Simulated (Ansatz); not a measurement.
Ba2Mg3Al: a ladder of calculations

Cell of run 1: a measured structure from the Crystallography Open Database (COD), atoms as given.

Space group P6_3/mmc (No. 194); a = 6.2889, c = 20.6050 Å, γ = 120.00°.

| site | Wyckoff | site symmetry | x | y | z |
| --- | --- | --- | --- | --- | --- |
| Ba1 | 4e | 3m. | 0.0000 | 0.0000 | 0.4054 |
| Ba5 | 4f | 3m. | 0.3333 | 0.6667 | 0.3444 |
| Mg9 | 6h | mm2 | 0.3203 | 0.1601 | 0.2500 |
| Mg15 | 6g | .2/m. | 0.0000 | 0.5000 | 0.5000 |
| Al | 4f | 3m. | 0.3333 | 0.6667 | 0.6442 |

One atom of each set is listed.

Relaxed positions (PBE, cell held):

Ba1 (0.0000, 0.0000, 0.4001)
Ba5 (0.3333, 0.6667, 0.3463)
Mg9 (0.3459, 0.1729, 0.2500)
Mg15 (0.0000, 0.5000, 0.5000)
Al (0.3333, 0.6667, 0.6271)

All runs are DFT with Ansatz 0.2.0 (plane waves and PAW, scalar-relativistic unless spin–orbit coupling is named, Γ-centred meshes, Fermi–Dirac smearing where given) in this cell.

Run 1: PBE, atoms as given; 420 eV, 6×6×2 k-points, smearing 0.05 eV.
Run 2: PBE, atoms relaxed; 420 eV, 6×6×2 k-points, smearing 0.05 eV.
Run 3: r2SCAN, at the relaxed atoms; 500 eV, 6×6×2 k-points, smearing 0.05 eV.

Task: What does each run give, and what moves the gradients most?

Result: 

```csv
run,Ba1 V_zz (η),Ba5 V_zz (η),Mg9 V_zz (η),Mg15 V_zz (η),Al V_zz (η)
1,0.96 (0.00),1.44 (0.00),0.72 (0.12),0.74 (0.64),1.14 (0.00)
2,1.28 (0.00),-2.17 (0.00),-0.22 (0.71),-0.43 (0.52),1.06 (0.00)
3,1.25 (0.00),-2.22 (0.00),-0.23 (0.26),-0.45 (0.29),1.17 (0.00)
```

V_zz in 10²¹ V/m². Against run 1, the gradient tensors on these sites move by at most 3.61 in run 2 (Ba5), 3.66 in run 3 (Ba5). Taken one at a time, the positions of the atoms (as given or relaxed) move the tensors on these sites by up to 3.61 (largest principal value of the change, on Ba5), the functional (r2SCAN with its higher cutoff) by 0.11 (Al). On some sites the largest principal value moves to another axis from run to run, and the sign of V_zz can flip with it.

Without spin–orbit coupling (the program notes it for Ba) the gradients can shift somewhat, as the gap is small. With these PAW files V_zz is typically within 2 to 3 % of all-electron values, but misses above 10 % occur on Al. In runs 1, 2, 3 there is no gap above 0.1 eV, so the gradients can move by 10 % or more with the k-mesh. In run 1 the atoms aren't at the calculated equilibrium (largest force 0.69 eV/Å).
